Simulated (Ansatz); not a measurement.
Here is the system:

CdSe:
```cif
data_Cd4Se4
_chemical_formula_sum 'Se4 Cd4'
_space_group_name_H-M_alt 'F-43m'
_space_group_IT_number 216
_space_group_name_Hall 'F -4 2 3'
_cell_length_a 6.13330
_cell_length_b 6.13330
_cell_length_c 6.13330
_cell_angle_alpha 90.000
_cell_angle_beta 90.000
_cell_angle_gamma 90.000
loop_
_atom_site_label
_atom_site_type_symbol
_atom_site_symmetry_multiplicity
_atom_site_Wyckoff_symbol
_atom_site_fract_x
_atom_site_fract_y
_atom_site_fract_z
_atom_site_occupancy
Se1 Se 4 c 0.25000 0.25000 0.25000 1
Cd1 Cd 4 a 0.00000 0.00000 0.00000 1
```
(The calculation used a cell of 2 atoms; values per cell refer to that cell.)

This is the r²SCAN-relaxed structure.

Q: All from r²SCAN (plane waves, PAW; program Ansatz), unless another level is named. Predict the band gap.

A: 1.04 eV (direct).

Q: Next, the electron effective mass with spin–orbit coupling?

A: 0.091 mₑ (isotropic).

Q: Next, the formation energy from the elements (no fitted shifts)?

A: -0.76 eV/atom.

Q: What about the hole effective mass, band 2 of 3 at the edge?

A: 0.70 along [100], 0.70 along [110], 1.5 along [111] (mₑ).

The cell was relaxed with r²SCAN under the symmetry of its start; phonons on a q-mesh show no instability. The references are the lowest solids computed at this level, not always the standard phases. Scalar-relativistic: spin–orbit coupling is off unless named, which matters more the heavier the elements.

Potentials: the later of the program's two PAW sets.
